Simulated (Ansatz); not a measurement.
Input:

TiS$_{2}$:
```xyz
9
Lattice="3.3603 0.0000 0.0000 -1.6802 2.9101 0.0000 0.0000 0.0000 16.5708" Properties=species:S:1:pos:R:3 pbc="T T T"
Ti     0.0000     0.0000     8.2854
Ti     0.0000     0.0000    13.8086
Ti     0.0000     0.0000     2.7622
S      0.0000     1.9401     9.7134
S      0.0000     1.9401    15.2367
S      0.0000     1.9401     4.1902
S      1.6802     0.9700    12.3806
S      1.6802     0.9700     1.3341
S      1.6802     0.9700     6.8574
```

This is the PBE+D3(BJ)-relaxed structure. Tensor components refer to the Cartesian frame of this cell.

Task: All from plane-wave PAW PBE+D3(BJ) (Ansatz code), unless another level is named. Estimate the Debye temperature from the elastic constants.

Result: 396 K.

Task: And the elastic constants (relaxed ions, GPa)?

Result: C11 = 145, C12 = 27.6, C13 = 12.3, C14 = -5.2, C33 = 55.7, C44 = 19.9.

Task: What about the highest zone-centre frequency?

Result: 398 cm^-1.

Space group P-3m1 (CdI2 type). Symmetry was held in the PBE+D3(BJ) relaxation. The run is not spin-polarised. As this level gives no gap, shear constants depend on the k-mesh and smearing (Fermi–Dirac, 0.1 eV here). As this level gives no gap, phonon frequencies hold no LO–TO term and depend on the k-mesh and smearing (Fermi–Dirac, 0.1 eV here).

Potentials: the later of the program's two PAW sets.
